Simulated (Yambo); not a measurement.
Absorption of NaBa₂ReO₆ (space group Fm-3m, No. 225) with and without the electron-hole interaction (Yambo, PBEsol bands; 4×4×4 mesh, 15 valence and 6 conduction bands, static screening with 94 bands and a 3 Ry block, scissor 1.73 eV, Tamm-Dancoff; field along x).

```csv
E (eV),"Im ε, BSE","Im ε, independent quasiparticles"
1.65,0.05,0.06
1.75,0.05,0.06
1.85,0.06,0.06
1.95,0.06,0.07
2.05,0.07,0.07
2.15,0.08,0.07
2.25,0.09,0.08
2.35,0.10,0.09
2.45,0.12,0.09
2.55,0.14,0.10
2.65,0.17,0.11
2.75,0.22,0.12
2.85,0.31,0.13
2.95,0.47,0.14
3.05,0.81,0.16
3.15,1.32,0.18
3.25,1.22,0.20
3.35,0.82,0.23
3.45,0.67,0.27
3.55,0.75,0.31
3.65,1.05,0.38
3.75,1.51,0.47
3.85,2.02,0.61
3.95,2.21,0.85
4.05,2.27,1.27
4.15,2.35,1.79
4.25,1.91,2.36
4.35,1.47,3.08
4.45,1.27,3.90
4.55,1.16,4.85
4.65,1.14,5.16
4.75,1.08,5.07
4.85,0.98,5.21
4.95,0.97,5.66
5.05,0.94,6.19
5.15,0.99,7.07
5.25,1.01,7.62
5.35,0.94,7.19
5.45,0.88,7.16
5.55,0.84,6.68
5.65,0.80,5.89
5.75,0.79,4.97
5.85,0.88,4.03
5.95,1.05,3.71
6.05,1.38,3.31
6.15,1.98,2.81
6.25,3.12,2.45
6.35,4.96,2.40
6.45,5.98,2.27
6.55,4.23,1.86
6.65,2.83,1.54
6.75,2.58,1.24
6.85,3.10,1.02
6.95,3.26,0.90
7.05,3.07,0.74
7.15,2.72,0.61
7.25,2.44,0.55
7.35,2.49,0.55
7.45,3.34,0.63
7.55,4.02,0.64
7.65,3.61,0.60
7.75,3.18,0.65
7.85,2.84,0.85
```

The scissor comes from a G0W0 run whose convergence isn't established. Broadening 0.15 eV. The band window holds all transitions up to 7.9 eV. Fine structure above the onset can come from the mesh.

Without spin-orbit coupling, band edges of such heavy elements can be off by tenths of an eV.

Geometry of the Materials Project entry, not relaxed at this level; primitive cell a = 5.9548 Å, b = 5.9548 Å, c = 5.9548 Å, α = 60.00°, β = 60.00°, γ = 60.00°.
